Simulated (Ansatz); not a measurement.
A plane-wave DFT run in Ansatz 0.2.0 (scalar-relativistic PAW potentials unless the input names others): input and command.

```yaml
crystal:
  lattice:
    - [3.612429659, 0.0, 0.0]
    - [-1.8062148295, 3.1284558541, 0.0]
    - [0.0, 0.0, 5.5652678597]
  atoms:
    - { symbol: Tl, position: [0.3333333333, 0.6666666667, 0.75] }
    - { symbol: Tl, position: [0.6666666667, 0.3333333333, 0.25] }
basis:
  ecutwfc: 420
kpoints:
  mp_grid: { grid: [15, 15, 8] }
hamiltonian:
  xc: pbe
scf:
  max_iter: 75
output:
  forces: true
  eigenvalues: true
  stress: true
```

```bash
ansatz run input.yaml --threads 2 --pin off --max-ram 5632MiB --backend cpu --events-out ev --progress --plain --runs-dir out
```

What will the program do with this input?

It refuses it, because of no occupation method (scf.occupations: {"method": "gaussian", "width": 0.1} → left out).

Abridged log:
```
Error: YAML parse error: `scf.occupations.method` is required: fixed only where the cell keeps a band gap throughout the run, explicit beside scf.occupations.values (under evaluate: without them), else a smearing such as fermi_dirac (scf.occupations.width is optional; its entry in the input reference gives the default)
```

A reference run of the same geometry without this change converged with pressure -0.02 GPa, largest force 0.000 eV/Å, no gap on the mesh.
